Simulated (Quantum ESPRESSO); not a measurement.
Ti4O6FN, input and log of a self-consistent run

Computed values, not a measurement. The program is pw.x of Quantum ESPRESSO 7.5 (plane-wave density functional theory). The cell is made up: 12 atoms on a rutile lattice, with randomly drawn elements, strain and displacements, not relaxed. PseudoDojo standard norm-conserving files (v0.5 for PBE, v0.4.1 for LDA and PBEsol) set the functional; there is no spin polarisation, spin-orbit coupling or dispersion term, and the masses in the input are unused placeholders.

Input:

```
&control calculation='scf', pseudo_dir='./dojo.nc.sr.pbe.v0_5.standard.upf', outdir='./o', disk_io='low', tprnfor=.true., tstress=.true. /
&system ibrav=0, nat=12, ntyp=4, nbnd=54, ecutwfc=84.00895049, nosym=.true., tot_charge=0,
 occupations='smearing', smearing='fd', degauss=0.0018374661
/
&electrons conv_thr=7.350e-09, electron_maxstep=60, /
ATOMIC_SPECIES
F 1.0 F.upf
N 1.0 N.upf
O 1.0 O.upf
Ti 1.0 Ti.upf
CELL_PARAMETERS angstrom
4.6533 0.0 0.0
0.0 4.6533 0.0
0.0 0.0 5.9442
ATOMIC_POSITIONS angstrom
Ti -0.0749 -0.0432 -0.0803
Ti 2.3065 2.3247 1.4878
Ti -0.0629 0.1143 2.9712
Ti 2.4085 2.2395 4.5077
O 1.3663 1.4415 -0.0245
O 3.3495 3.1749 -0.0594
O 3.7469 0.9455 1.507
O 0.892 3.7439 1.5055
O 1.5969 1.426 2.9995
O 3.1539 3.2785 2.9249
F 3.6123 0.8126 4.3302
N 0.8943 3.7447 4.5744
K_POINTS automatic
5 5 4 1 1 1
```

The log is shortened where brackets say so; the opening notice, blank lines, dates and the lines on written files are dropped, and the path of the files is cut. It prints rydbergs, bohrs and kilobars, and counts compression as positive stress. With no partly filled state, the Fermi energy that it prints is only some level between the filled and the empty states on the mesh, and need not lie in the true gap.

```
     Program PWSCF v.7.5
     Parallel version (MPI & OpenMP), running on       4 processor cores
     Number of MPI processes:                 4
     Threads/MPI process:                     1
     [start-up lines left out]
     bravais-lattice index     =            0
     lattice parameter (alat)  =       8.7935  a.u.
     unit-cell volume          =     868.5846 (a.u.)^3
     number of atoms/cell      =           12
     number of atomic types    =            4
     number of electrons       =        96.00
     number of Kohn-Sham states=           54
     kinetic-energy cutoff     =      84.0090  Ry
     charge density cutoff     =     336.0358  Ry
     scf convergence threshold =      7.3E-09
     mixing beta               =       0.7000
     number of iterations used =            8  plain     mixing
     Exchange-correlation= PBE
                           (   1   4   3   4   0   0   0)
     [axes and pseudopotential details left out]
   Cartesian axes
     site n.     atom                  positions (alat units)
         1        Ti     tau(   1) = (  -0.0160961  -0.0092837  -0.0172566  )
         2        Ti     tau(   2) = (   0.4956697   0.4995809   0.3197301  )
         3        Ti     tau(   3) = (  -0.0135173   0.0245632   0.6385146  )
         4        Ti     tau(   4) = (   0.5175897   0.4812714   0.9687104  )
         5        O      tau(   5) = (   0.2936196   0.3097802  -0.0052651  )
         6        O      tau(   6) = (   0.7198117   0.6822900  -0.0127651  )
         7        O      tau(   7) = (   0.8052135   0.2031891   0.3238562  )
         8        O      tau(   8) = (   0.1916919   0.8045688   0.3235338  )
         9        O      tau(   9) = (   0.3431758   0.3064492   0.6445963  )
        10        O      tau(  10) = (   0.6777771   0.7045538   0.6285647  )
        11        F      tau(  11) = (   0.7762878   0.1746288   0.9305654  )
        12        N      tau(  12) = (   0.1921862   0.8047407   0.9830443  )
     number of k points=    50  Fermi-Dirac smearing, width (Ry)=  0.0018
                       cart. coord. in units 2pi/alat
        k(    1) = (   0.1000000   0.1000000   0.0978538), wk =   0.0400000
        k(    2) = (   0.1000000   0.1000000   0.2935614), wk =   0.0400000
     [further k points left out]
     Dense  grid:    90389 G-vectors     FFT dimensions: (  54,  54,  72)
     Estimated max dynamical RAM per process >     263.81 MB
     Estimated total dynamical RAM >     989.05 MB
     Initial potential from superposition of free atoms
     starting charge      95.9936, renormalised to      96.0000
     Starting wfcs are   72 randomized atomic wfcs
     total cpu time spent up to now is        4.5 secs
     per-process dynamical memory:   210.9 Mb
     Self-consistent Calculation
     iteration #  1     ecut=    84.01 Ry     beta= 0.70
     Davidson diagonalization with overlap
     ethr =  1.00E-02,  avg # of iterations =  2.0
     total cpu time spent up to now is       11.2 secs
     total energy              =    -741.17202200 Ry
     estimated scf accuracy    <       5.96324445 Ry
     iteration #  2     ecut=    84.01 Ry     beta= 0.70
     Davidson diagonalization with overlap
     ethr =  6.21E-03,  avg # of iterations =  8.1
     total cpu time spent up to now is       25.5 secs
     total energy              =    -733.76812757 Ry
     estimated scf accuracy    <      81.54218537 Ry
     iteration #  3     ecut=    84.01 Ry     beta= 0.70
     Davidson diagonalization with overlap
     ethr =  6.21E-03,  avg # of iterations =  6.4
     total cpu time spent up to now is       37.6 secs
     total energy              =    -744.45953940 Ry
     estimated scf accuracy    <       1.21628326 Ry
     iteration #  4     ecut=    84.01 Ry     beta= 0.70
     Davidson diagonalization with overlap
     ethr =  1.27E-03,  avg # of iterations =  5.9
     total cpu time spent up to now is       45.7 secs
     total energy              =    -744.59028588 Ry
     estimated scf accuracy    <       1.05801490 Ry
     iteration #  5     ecut=    84.01 Ry     beta= 0.70
     Davidson diagonalization with overlap
     ethr =  1.10E-03,  avg # of iterations =  2.0
     total cpu time spent up to now is       52.2 secs
     total energy              =    -744.47655888 Ry
     estimated scf accuracy    <       0.66633035 Ry
     [iterations 6 to 18 left out]
     iteration # 19     ecut=    84.01 Ry     beta= 0.70
     Davidson diagonalization with overlap
     ethr =  4.49E-10,  avg # of iterations =  2.8
     total cpu time spent up to now is      176.8 secs
     total energy              =    -744.50900557 Ry
     estimated scf accuracy    <       0.00000040 Ry
     iteration # 20     ecut=    84.01 Ry     beta= 0.70
     Davidson diagonalization with overlap
     ethr =  4.20E-10,  avg # of iterations =  4.5
     total cpu time spent up to now is      184.4 secs
     total energy              =    -744.50900561 Ry
     estimated scf accuracy    <       0.00000004 Ry
     iteration # 21     ecut=    84.01 Ry     beta= 0.70
     Davidson diagonalization with overlap
     ethr =  3.93E-11,  avg # of iterations =  8.0
     total cpu time spent up to now is      196.0 secs
     total energy              =    -744.50900563 Ry
     estimated scf accuracy    <       0.00000001 Ry
     iteration # 22     ecut=    84.01 Ry     beta= 0.70
     Davidson diagonalization with overlap
     ethr =  1.24E-11,  avg # of iterations =  4.9
     total cpu time spent up to now is      203.7 secs
     total energy              =    -744.50900563 Ry
     estimated scf accuracy    <       0.00000001 Ry
     iteration # 23     ecut=    84.01 Ry     beta= 0.70
     Davidson diagonalization with overlap
     ethr =  1.24E-11,  avg # of iterations =  4.5
     total cpu time spent up to now is      211.3 secs
     End of self-consistent calculation
          k = 0.1000 0.1000 0.0979 ( 11293 PWs)   bands (ev):
   -48.1528 -48.0180 -47.9157 -47.3206 -24.9231 -24.5454 -24.4122 -24.3323
   -24.3065 -24.2673 -24.1712 -24.1120 -24.1048 -23.7954 -23.6511 -23.4740
   -16.7453  -8.8101  -8.1048  -7.8047  -7.7037  -7.3751  -7.2032  -2.2489
     0.3451   0.8060   1.4776   3.6457   4.3351   4.4938   4.8097   4.9171
     5.1375   5.2629   5.6741   5.8951   6.2533   6.4155   6.4805   6.7548
     6.9740   7.1243   7.2932   7.8299   8.0957   8.4837   8.8933   9.6607
    10.9465  11.1518  11.3208  11.3715  11.5311  11.6927
     [levels at the other k points left out]
     the Fermi energy is    10.2571 ev
!    total energy              =    -744.50900563 Ry
     estimated scf accuracy    <          1.2E-09 Ry
     smearing contrib. (-TS)   =      -0.00000000 Ry
     internal energy E=F+TS    =    -744.50900563 Ry
     The total energy is F=E-TS. E is the sum of the following terms:
     one-electron contribution =    -266.99102236 Ry
     hartree contribution      =     179.85989757 Ry
     xc contribution           =    -137.09518432 Ry
     ewald contribution        =    -520.28269653 Ry
     convergence has been achieved in  23 iterations
     Forces acting on atoms (cartesian axes, Ry/au):
     atom    1 type  4   force =     0.12343267   -0.07166345    0.07161422
     atom    2 type  4   force =    -0.01907648    0.02832692    0.02029390
     atom    3 type  4   force =     0.14462969   -0.15833306   -0.16044570
     atom    4 type  4   force =    -0.16886223    0.17614462   -0.00628013
     atom    5 type  3   force =     0.03346638    0.00940984   -0.00794098
     atom    6 type  3   force =    -0.04278015   -0.02848377    0.01187165
     atom    7 type  3   force =    -0.00746576    0.01333914    0.01240234
     atom    8 type  3   force =    -0.01774566    0.01994449    0.00847289
     atom    9 type  3   force =    -0.07484535   -0.04113372   -0.00807394
     atom   10 type  3   force =     0.04608731    0.01648538    0.02221821
     atom   11 type  1   force =    -0.00924600    0.01200335    0.07731635
     atom   12 type  2   force =    -0.00759442    0.02396025   -0.04144882
     Total force =     0.427107     Total SCF correction =     0.000082
     Computing stress (Cartesian axis) and pressure
          total   stress  (Ry/bohr**3)                   (kbar)     P=       53.21
   0.00033519  -0.00021945  -0.00021913           49.31      -32.28      -32.23
  -0.00021945   0.00035336   0.00018494          -32.28       51.98       27.21
  -0.00021913   0.00018494   0.00039650          -32.23       27.21       58.33
     init_run     :      4.16s CPU      4.34s WALL (       1 calls)
     electrons    :    206.35s CPU    206.86s WALL (       1 calls)
     forces       :      1.50s CPU      1.52s WALL (       1 calls)
     stress       :      4.83s CPU      4.84s WALL (       1 calls)
     [timing details left out]
     PWSCF        :   3m37.01s CPU   3m37.79s WALL
     JOB DONE.
```

In other units: free energy -10129.561 eV for the cell, pressure 5.32 GPa, largest force component 4.529 eV/Å. A rerun of this cell at a cutoff of 1437 eV and k mesh 7 x 7 x 6 moved values by no more than 0.004 eV in energy, 0.04 GPa in stress and 0.002 eV/Å in force.